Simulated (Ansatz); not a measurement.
One stationary structure of PbSe. Space group Fm-3m (No. 225), rock salt type. Level of theory: PBEsol (plane waves to 420 eV, PAW, scalar-relativistic; Ansatz, a quantum-chemistry and plane-wave program).

```xyz
2
Lattice="0.0000 3.0507 3.0507 3.0507 0.0000 3.0507 3.0507 3.0507 0.0000" Properties=species:S:1:pos:R:3 pbc="T T T"
Pb     3.0507     3.0507     3.0507
Se     0.0000     0.0000     0.0000
```

```json
{
  "volume_per_atom": "28.39 Å³",
  "density": "8.37 g/cm³",
  "band_gap": "0.17 eV, direct at L (no spin-orbit coupling)",
  "shortest_distances": "Pb–Se 3.05 Å",
  "k-mesh": "9×9×9"
}
```

Band energies at high-symmetry points (eV from the VBM; labels of this space group; no spin-orbit coupling), from −5 eV up to 1.3 eV:

```tsv
point	energies
Γ	-1.93 -1.93 -1.93
X	-3.32 -3.32
U	-4.70 -2.80 -2.47
K	-4.70 -2.80 -2.47
L	-1.51 -1.51 0.00 0.17
W	-4.34 -4.34 -0.81
```

No spin polarisation in the result. Without spin-orbit coupling the bands of the heavy element are not split, so the gap can be far off.

The run could not lose the symmetry of its start.
